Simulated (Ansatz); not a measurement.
# Cold compression of S (diamond type)

```xyz
2
Lattice="0.0000 2.8407 2.8407 2.8407 0.0000 2.8407 2.8407 2.8407 0.0000" Properties=species:S:1:pos:R:3 pbc="T T T"
S    -0.7102   -0.7102   -0.7102
S     0.7102    0.7102    0.7102
```

The cell comes from a relaxation on PAW files under the same functional, begun from a prototype that needn't be the stable phase.

Its volume is scaled at fixed shape and fractional positions.

All numbers are PBEsol results (scalar-relativistic) from Ansatz 0.2.0, with a Γ-centred 13×13×13 k mesh, Fermi–Dirac smearing of 0.05 eV, no spin polarisation. Methods: LAPW: all electrons, basis error target 1 meV/atom; PAW: frozen-core files, cutoff 420 eV; crystal datasets: all electrons, by PAW datasets that the program makes for each cell; norm-conserving: pseudopotentials, cutoff 707 eV; PAW (core large): files with a larger core, cutoff 420 eV.

Energies are extrapolated to zero smearing and count from the unscaled cell; pressure is positive in compression; gaps take the mesh and a band path. No temperature or zero-point motion is included.

The PAW files were made under PBE. The structure type is held throughout; the real material can change phase at far lower pressure.

```json
{"V/V0": "1.00", "V (Å³/atom)": "22.92", "P LAPW (GPa)": "0.03", "ΔE LAPW (eV/atom)": "0.000", "P PAW − LAPW (GPa)": "-0.02", "ΔE PAW − LAPW (meV/atom)": "0.0"}
{"V/V0": "0.92", "V (Å³/atom)": "21.09", "P LAPW (GPa)": "4.67", "ΔE LAPW (eV/atom)": "0.026", "P PAW − LAPW (GPa)": "-0.03", "ΔE PAW − LAPW (meV/atom)": "-0.3"}
{"V/V0": "0.84", "V (Å³/atom)": "19.26", "P LAPW (GPa)": "11.32", "ΔE LAPW (eV/atom)": "0.115", "P PAW − LAPW (GPa)": "-0.03", "ΔE PAW − LAPW (meV/atom)": "-0.7"}
{"V/V0": "0.76", "V (Å³/atom)": "17.42", "P LAPW (GPa)": "20.6", "ΔE LAPW (eV/atom)": "0.294", "P PAW − LAPW (GPa)": "-0.05", "ΔE PAW − LAPW (meV/atom)": "-1.1"}
{"V/V0": "0.68", "V (Å³/atom)": "15.59", "P LAPW (GPa)": "?", "ΔE LAPW (eV/atom)": "?", "P PAW − LAPW (GPa)": "?", "ΔE PAW − LAPW (meV/atom)": "?"}
{"V/V0": "0.60", "V (Å³/atom)": "13.75", "P LAPW (GPa)": "53.9", "ΔE LAPW (eV/atom)": "1.103", "P PAW − LAPW (GPa)": "-0.08", "ΔE PAW − LAPW (meV/atom)": "-2.5"}
{"V/V0": "0.52", "V (Å³/atom)": "11.92", "P LAPW (GPa)": "83.2", "ΔE LAPW (eV/atom)": "1.869", "P PAW − LAPW (GPa)": "-0.08", "ΔE PAW − LAPW (meV/atom)": "-3.3"}
{"V/V0": "0.45", "V (Å³/atom)": "10.32", "P LAPW (GPa)": "125.9", "ΔE LAPW (eV/atom)": "2.901", "P PAW − LAPW (GPa)": "0.01", "ΔE PAW − LAPW (meV/atom)": "-3.6"}
```

(1) Fit the Vinet equation to the LAPW pressures shown (residuals weighted by 1/(|P| + 0.03·Pmax)), and predict the pressure of the withheld row.

(2) From the table, what is the rise of the enthalpy H = E + pV up to the last row, and how stiff is the crystal between the last two rows?

(3) At the smallest volume, how far do crystal datasets and norm-conserving and PAW (core large) lie from LAPW in pressure?

## Answers

(1) The fit gives V0 = 22.94 Å³/atom, B0 = 49.1 GPa and B0′ = 3.15. At 15.59 Å³/atom, x = (V/V0)^(1/3) = 0.8792, and P = 3·B0·(1 − x)/x²·exp[1.5·(B0′ − 1)·(1 − x)] = 34.0 GPa. The run itself gave 34.4 GPa (-1.2 % off) and ΔE = 0.603 eV/atom.

(2) ΔH = 2.901 eV + (125.9 GPa × 10.32 Å³ − 0.03 GPa × 22.92 Å³) × 0.006242 eV/(GPa·Å³) = 11.00 eV/atom, of which pV makes 74 %. The mean bulk modulus there is −ΔP/Δln V = 295 GPa.

(3) crystal datasets: -0.01 GPa; norm-conserving: -0.30 GPa; PAW (core large): +0.01 GPa, on a LAPW pressure of 125.9 GPa.
